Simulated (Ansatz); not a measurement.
WC (WC type, space group P-6m2)

```yaml
crystal:
  lattice:
    - [2.92196, 0.00000, 0.00000]
    - [-1.46098, 2.53050, 0.00000]
    - [0.00000, 0.00000, 2.84728]
  atoms:
    - { symbol: W, position: [0.00000, 0.00000, 0.00000] }
    - { symbol: C, position: [0.66667, 0.33333, 0.50000] }
```

E(V) scan at fixed shape, V₀ the volume above. Symmetry pins the atoms to their sites.

The numbers are results of PBE (plane waves to 420 eV, PAW, scalar-relativistic; Ansatz, a program for electronic structure), not measurements. k mesh 18×18×16 (Γ-centred), Fermi-Dirac smearing 0.05 eV. E stands for the smeared free energy. Compression counts positive. With the shape held, the modulus is that of even scaling; a crystal free to change shape is softer. Spin-orbit coupling is left out, though W is heavy. The PAW data are Ansatz's earlier set. WC is run without spin polarisation. WC was relaxed with its symmetry unable to fall. ΔE is measured from the relaxed starting cell. The last digit holds for this mesh only.

```
V (Å³/atom)  ΔE (meV/atom)
-----------  -------------
8.842                439.2
9.179                263.7
9.516                139.4
9.853                 58.4
10.190                13.8
10.526                 0.0
10.863                12.3
11.200                46.6
11.537            withheld
11.874               168.1
12.211               249.7
```

**Question.** Fit a third-order Birch-Murnaghan form (E₀, V₀, B₀, B₀′ free) to the given rows and predict ΔE at V = 11.537.

**Answer.** Least squares on the 10 given rows: ΔE = E₀ + (9V₀B₀/16)·y²·[2 + (B₀′ − 4)y], y = (V₀/V)^(2/3) − 1, with V₀ = 10.527 Å³/atom, B₀ = 385.1 GPa (160.2 GPa = 1 eV/Å³; the term in eV is multiplied by 1000), B₀′ = 4.23, E₀ = 0.14 meV/atom; root-mean-square residual 0.14 meV/atom. At 11.537 the fit gives 99.4 meV/atom; the calculation gives 99.5 meV/atom, so the interpolation is off by -0.1 (-0.1 %). For the pressure the fit gives -29.1 GPa against the computed -29.1 GPa.

(Under strain, the slope of the energy per volume gives the stress and its curvature an elastic modulus.)
